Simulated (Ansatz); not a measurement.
The start is a relaxed Si2Mo cell deformed by the Cartesian strain tensor (xx, yy, zz, yz, xz, xy) = (0.011, -0.160, 0.055, -0.010, -0.172, -0.034). A full variable-cell relaxation at zero pressure is run with PBE (plane waves to 420 eV, PAW, scalar-relativistic; Ansatz, a quantum-chemistry and plane-wave program). The first steps use a coarse 9×9×12 k-mesh.

Starting cell:
```
Si2Mo
1.0
   -2.35721     1.36569     4.41366
    1.00303    -1.44442     3.89250
    2.24944     1.33665    -4.44583
Mo Si
1 2
Direct
  0.00000   0.00000   0.00000
  0.33511   0.33511   0.00000
  0.66489   0.66489   0.00000
```

Task: What pressure does the first self-consistent step give?

Result: +74 GPa (positive: the cell is compressed).

Task: Which atoms feel the largest initial force, and how large is it?

Result: About 2.4 eV/Å, on Si2, Si3 (atoms numbered as listed).

Task: How much energy is released per atom?

Result: 1.59 eV/atom.

Task: How does the volume change?

Result: +15.0 %, from 11.81 to 13.58 Å³/atom.

Task: How do the shortest distances between atoms change?

Result: The closest pairs of elements (up to four, under 3.6 Å), start → end: Mo–Si 2.15 → 2.62 Å; Si–Si 2.17 → 2.60 Å; Mo–Mo 2.70 → 3.22 Å.

Task: What band gap does the relaxed structure have at this level?

Result: No gap (metallic).

Relaxed structure:

Space group I4/mmm (No. 139); a = b = 3.217 Å, c = 7.874 Å, α = β = γ = 90.00°

```csv
atom,site,symmetry,x,y,z
Mo,2a,4/mmm,0.0000,0.0000,0.0000
Si,4e,4mm,0.0000,0.0000,0.3351
```
(The calculation used a cell of 3 atoms; values per cell refer to that cell.)

Final values are on a 14×14×14 k-mesh of the relaxed cell. No spin polarisation in the result.

The run could not lose the symmetry of its start.
